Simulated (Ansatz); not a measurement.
Hf2O3 in space group P-4m2 (No. 115; Hf on 2g, O on 1a, O on 1b, O on 1d) under volume change, the program Ansatz at the PBEsol level (PAW), shape and atoms relaxed at each volume.

```
V (Å³/atom)  E − E(relaxed) (meV/atom)  P (GPa)
-----------  -------------------------  -------
11.335                            80.1    24.84
11.709                            33.6    15.22
12.083                             8.0     7.01
12.456                             0.0     0.00
12.830                             7.1    -5.97
13.204                            27.2   -11.07
13.577                            58.2   -15.42
```

Problem. What does a third-order Birch–Murnaghan fit give for V₀, B₀ and B′?

Solution. V₀ = 12.46 Å³/atom, B₀ = 215 GPa, B′ = 4.3.

The start of the workflow was typed in or built on a structure type; neither database checked (COD, Materials Project) lists it. Whether it is the stable phase at ambient conditions was not checked. Symmetry was held in the PBEsol relaxation; its stability against distortions is not shown here. No spin polarisation was allowed. Scalar-relativistic: spin–orbit coupling is off unless named, which matters more the heavier the elements.

Potentials: the later of the program's two PAW sets.
